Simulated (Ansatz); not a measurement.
**Re, one cell by several methods**

```
Re
1.0
     2.77477    0.00000    0.00000
    -1.38739    2.40302    0.00000
     0.00000    0.00000    4.48588
Re
2
Direct
  0.33333 0.66667 0.25000
  0.66667 0.33333 0.75000
```

Atoms are numbered in the order listed.

The conventional cell has a = 2.775 Å, b = 2.775 Å, c = 4.486 Å, α = 90.00°, β = 90.00°, γ = 120.00°. Re (atom 1) has 12 Re at 2.76 to 2.77 Å as nearest neighbours.

The cell was built from the hcp type and relaxed in the same program, and has space group P6_3/mmc; it needn't be a known or the stable phase.

No spin–orbit coupling, which matters for the heavy atoms here.

All numbers are computed: DFT, PBE, PAW with Ansatz's default frozen-core files, scalar-relativistic (Ansatz 0.2.0); DFT, PBE, all-electron LAPW, scalar-relativistic (Ansatz 0.2.0).

For PAW: a Γ-centred 14×14×8 k mesh, Fermi–Dirac smearing of 0.08 eV, cutoff 420 eV, no spin polarisation. LAPW targets a basis error of 1 meV/atom. The Ansatz runs share mesh, smearing and spin set-up. Plane-wave (PAW) pressures include the program's estimate of the Pulay term.

Stress and pressure are positive in compression.

Levels count from the Fermi level.

PAW results:

```json
{"quantity": "pressure (GPa)", "PAW": "0.01"}
{"quantity": "highest filled level at H (eV)", "PAW": "-2.103"}
{"quantity": "lowest empty level at H (eV)", "PAW": "0.083"}
{"quantity": "highest filled level at L (eV)", "PAW": "-3.989"}
{"quantity": "lowest empty level at L (eV)", "PAW": "0.411"}
{"quantity": "highest filled level at K (eV)", "PAW": "-0.022"}
{"quantity": "lowest empty level at K (eV)", "PAW": "2.987"}
```

Problem. What does all-electron LAPW give for the same quantities?

Solution. 
| quantity | LAPW |
| --- | --- |
| pressure (GPa) | 0.12 |
| highest filled level at H (eV) | -2.103 |
| lowest empty level at H (eV) | 0.083 |
| highest filled level at L (eV) | -3.988 |
| lowest empty level at L (eV) | 0.411 |
| highest filled level at K (eV) | -0.023 |
| lowest empty level at K (eV) | 2.987 |
